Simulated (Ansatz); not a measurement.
Relaxed-ion elastic tensor of Be (fcc (Cu type), space group No. 225) in GPa (Voigt order), r²SCAN (plane waves, PAW; program Ansatz); density 1.90 g/cm³, 7.87 Å³ per atom.

```csv
,1,2,3,4,5,6
1,218,71.8,71.8,0.0,0.0,0.0
2,71.8,218,71.8,0.0,0.0,0.0
3,71.8,71.8,218,0.0,0.0,0.0
4,0.0,0.0,0.0,141,0.0,0.0
5,0.0,0.0,0.0,0.0,141,0.0
6,0.0,0.0,0.0,0.0,0.0,141
```

Task: Is the crystal mechanically stable?

Result: Yes: the smallest eigenvalue of C is 141 GPa.

Task: Work out the Voigt, Reuss and Hill averages.

Result: K_V = 121, K_R = 121, K_H = 121; G_V = 114, G_R = 103, G_H = 108 GPa.

Task: Give Young's modulus, Poisson's ratio, Pugh's ratio and the universal anisotropy index.

Result: E = 9KG/(3K + G) = 250 GPa; ν = 0.15; K/G = 1.11 (brittle by the Pugh limit of 1.75); A_U = 5G_V/G_R + K_V/K_R − 6 = 0.54.

Task: Estimate the sound speeds and the Debye temperature.

Result: v_l = √((K + 4G/3)/ρ) = 11800 m/s, v_t = √(G/ρ) = 7550 m/s, mean 8290 m/s; Θ = (h/k)(3n/4πV)^(1/3) v_m = 1240 K.

Task: Give the Zener ratio and Young's modulus along [100], [110] and [111].

Result: A = 2C44/(C11 − C12) = 1.93; 1/E = S11 − 2(S11 − S12 − S44/2)Γ with Γ = 0, 1/4, 1/3 gives 182, 261, 304 GPa.

Task: Solve the Christoffel equation for the three sound speeds along [100], [110], [111].

Result: Eigenvalues of C_ijkl n_j n_l equal ρv². In km/s, slowest first: [100] 8.61, 8.61, 10.71; [110] 6.20, 8.61, 12.26; [111] 7.09, 7.09, 12.74.

Space group Fm-3m (fcc (Cu type)). The start of the workflow was typed in or built on a structure type; neither database checked (COD, Materials Project) lists it. It is not the phase usual at ambient conditions (space group No. 194). The cell was relaxed with r²SCAN under the symmetry of its start; whether a distortion lowers the energy is not shown. As this level gives no gap, shear constants depend on the k-mesh and smearing (Fermi–Dirac, 0.1 eV here).

Potentials: the earlier of the program's two PAW sets.
